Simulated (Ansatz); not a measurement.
TaS$_{2}$:
```
CELL_PARAMETERS angstrom
      6.08214     0.00000     0.00000
      0.00000     5.97709     0.00000
      0.00000     0.00000     5.98744
ATOMIC_POSITIONS crystal
  Ta 0.06540 0.27688 0.24357
  Ta 0.93460 0.72312 0.74357
  Ta 0.43460 0.27688 0.74357
  Ta 0.56540 0.72312 0.24357
  S  0.38368 0.07718 0.37749
  S  0.61632 0.92282 0.87749
  S  0.11632 0.07718 0.87749
  S  0.88368 0.92282 0.37749
  S  0.76199 0.43464 0.49194
  S  0.23801 0.56536 0.99194
  S  0.73801 0.43464 0.99194
  S  0.26199 0.56536 0.49194
```

Relaxed with PBE. Special points in fractions of this cell's reciprocal vectors: Γ (0.000, 0.000, 0.000); X (0.500, 0.000, 0.000); S (0.500, 0.500, 0.000); Y (0.000, 0.500, 0.000); Z (0.000, 0.000, 0.500); U (0.500, 0.000, 0.500); R (0.500, 0.500, 0.500); T (0.000, 0.500, 0.500).

List the band energies nearest the Fermi level at these points for the program Ansatz at the PBE level (PAW).

In eV from the Fermi level; about four levels below and three above (degenerate sets whole), none deeper than 8.9 eV; points with the same levels are listed once.

```
k                    below                above
-  -----------------------  -------------------
Γ  -1.03 -0.20 -0.10 -0.10       0.44 0.65 1.07
X  -1.68 -1.68 -0.20 -0.20  0.61 0.61 0.91 0.91
S  -1.80 -1.80 -0.05 -0.05  0.24 0.24 0.80 0.80
Y  -1.42 -1.41 -0.46 -0.34       0.10 0.36 0.74
Z  -1.32 -1.32 -0.18 -0.18  0.07 0.07 0.80 0.80
U  -2.18 -2.18 -2.18 -2.18  0.26 0.26 0.26 0.26
R  -0.35 -0.35 -0.35 -0.35  1.03 1.03 1.03 1.03
T  -1.70 -1.70 -0.17 -0.17  0.04 0.04 1.08 1.08
```

Space group Pca2_1. The start of the workflow was typed in or built on a structure type; neither database checked (COD, Materials Project) lists it. COD files the formula under space group No. 42, 164, 166, 194. Its standing as an ambient phase is unchecked. The PBE relaxation kept the symmetry of its start; its stability against distortions is not shown here. No spin polarisation was allowed. Scalar-relativistic: spin–orbit coupling is off unless named, which matters more the heavier the elements.

Potentials: the earlier of the program's two PAW sets.
